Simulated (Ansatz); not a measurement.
TiSi₂ in space group Cmcm (No. 63; Ti on 4c, Si on 4c, Si on 4c) under volume change, the program Ansatz at the r²SCAN level (PAW), shape and atoms relaxed at each volume.

```
V (Å³/atom)  E − E(relaxed) (meV/atom)  P (GPa)
-----------  -------------------------  -------
12.896                            55.0    15.05
13.322                            23.0     9.20
13.747                             5.4     4.22
14.172                             0.0     0.00
14.597                             4.9    -3.60
15.022                            18.7    -6.70
15.447                            40.0    -9.33
```

### Question
What does a third-order Birch–Murnaghan fit give for V₀, B₀ and B′?

### Answer
V₀ = 14.17 Å³/atom, B₀ = 130 GPa, B′ = 4.3.

The r²SCAN relaxation kept the symmetry of its start. The run is not spin-polarised.

Potentials: the earlier of the program's two PAW sets.
